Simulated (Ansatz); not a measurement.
## Wurtzite alloy of GaN and AlN (9 of 48 Ga sites exchanged), 96 atoms

Ansatz, PAW, plane waves. PBEsol relaxation of cell lengths and atoms (angles held) at the single k point (½, ½, ½); single points on the relaxed atoms at the Γ point alone, onto which points of the small cell's zone fold. Arrangement: quasirandom. No spin–orbit coupling unless named.

Relaxed structure:

```
CELL_PARAMETERS angstrom
9.44954 0.00000 0.00000
0.00000 11.01608 0.00000
0.00000 0.00000 10.32153
ATOMIC_POSITIONS crystal
Ga 0.16593 0.08128 0.25047
Ga 0.16562 0.08181 0.74869
Ga 0.99991 0.33229 0.24993
Ga 0.99957 0.33234 0.74967
Ga 0.50030 0.08297 0.24980
Ga 0.50067 0.08457 0.74985
Ga 0.33305 0.33323 0.25023
Ga 0.16646 0.58476 0.25064
Ga 0.16696 0.58388 0.74894
Ga 0.66696 0.33223 0.25002
Ga 0.49944 0.58344 0.25077
Ga 0.49927 0.58217 0.74892
Ga 0.33200 0.83293 0.74806
Ga 0.83414 0.58388 0.24993
Ga 0.83374 0.58350 0.74993
Ga 0.66759 0.83444 0.24966
Ga 0.66776 0.83450 0.74993
Ga 0.99985 0.16499 0.49980
Ga 0.99924 0.16540 0.99988
Ga 0.33253 0.16567 0.50093
Ga 0.33277 0.16661 0.99911
Ga 0.16722 0.41707 0.50097
Ga 0.16715 0.41630 0.99915
Ga 0.00113 0.66809 0.49978
Ga 0.00016 0.66760 0.99995
Ga 0.66758 0.16599 0.50083
Ga 0.66780 0.16621 0.99909
Ga 0.49929 0.41654 0.50172
Ga 0.49995 0.41551 0.99818
Ga 0.33341 0.66666 0.00092
Ga 0.16626 0.91529 0.00078
Ga 0.83345 0.41633 0.50098
Ga 0.83278 0.41595 0.99920
Ga 0.66611 0.66631 0.49999
Ga 0.66644 0.66631 0.00006
Ga 0.49819 0.91533 0.49893
Ga 0.49909 0.91607 0.00099
Ga 0.83510 0.91686 0.49983
Ga 0.83474 0.91680 0.99981
Al 0.33350 0.33300 0.74959
Al 0.00039 0.83421 0.25017
Al 0.00017 0.83428 0.74832
Al 0.83364 0.08221 0.24942
Al 0.83327 0.08276 0.74921
Al 0.66666 0.33225 0.74925
Al 0.33202 0.83295 0.25120
Al 0.33297 0.66760 0.49851
Al 0.16682 0.91485 0.49841
N 0.99645 0.16463 0.18943
N 0.99587 0.16509 0.68884
N 0.33250 0.16683 0.18816
N 0.33252 0.17016 0.69010
N 0.16649 0.41792 0.18821
N 0.16980 0.41551 0.69011
N 0.99987 0.67181 0.18964
N 0.99976 0.67107 0.68919
N 0.67087 0.16466 0.18866
N 0.67129 0.16851 0.69064
N 0.50007 0.41674 0.18744
N 0.50014 0.41277 0.69135
N 0.33349 0.67080 0.18995
N 0.33371 0.66692 0.68278
N 0.16669 0.91299 0.19053
N 0.16297 0.91504 0.68338
N 0.83337 0.41725 0.18805
N 0.82977 0.41585 0.68997
N 0.66668 0.66755 0.18882
N 0.66652 0.66754 0.68853
N 0.49556 0.91508 0.19061
N 0.49961 0.91787 0.68781
N 0.83792 0.91906 0.19023
N 0.83740 0.91947 0.68997
N 0.16693 0.07809 0.44014
N 0.16640 0.08134 0.93811
N 0.00066 0.33216 0.43903
N 0.00011 0.33193 0.93848
N 0.49996 0.08240 0.43888
N 0.50005 0.08228 0.93880
N 0.33308 0.33191 0.43856
N 0.33300 0.33225 0.93370
N 0.17022 0.58410 0.43995
N 0.16682 0.58296 0.93809
N 0.00361 0.83444 0.43463
N 0.00033 0.83281 0.93290
N 0.83304 0.08246 0.43351
N 0.83338 0.08204 0.93333
N 0.66622 0.33274 0.43868
N 0.66675 0.33204 0.93368
N 0.49595 0.58391 0.44015
N 0.49949 0.58254 0.93789
N 0.32912 0.83039 0.43646
N 0.33294 0.83225 0.93689
N 0.83407 0.58281 0.43883
N 0.83370 0.58262 0.93866
N 0.66726 0.83286 0.43863
N 0.66684 0.83296 0.93918
```

Task: What are the mean bond lengths by pair (pairs within 1.2 times the sum of covalent radii, less contacts 15 % beyond the pair's median; cation–cation pairs of compounds aside; long ionic contacts are cut short by that bound)?

Result: Al–N 1.899 ± 0.005 Å (standard deviation, 36 bonds); Ga–N 1.946 ± 0.007 Å (standard deviation, 156 bonds).

Task: What gap lies between the top filled and the lowest empty level in the single points?

Result: HSE06 3.62 eV (49 s on NVIDIA H100).
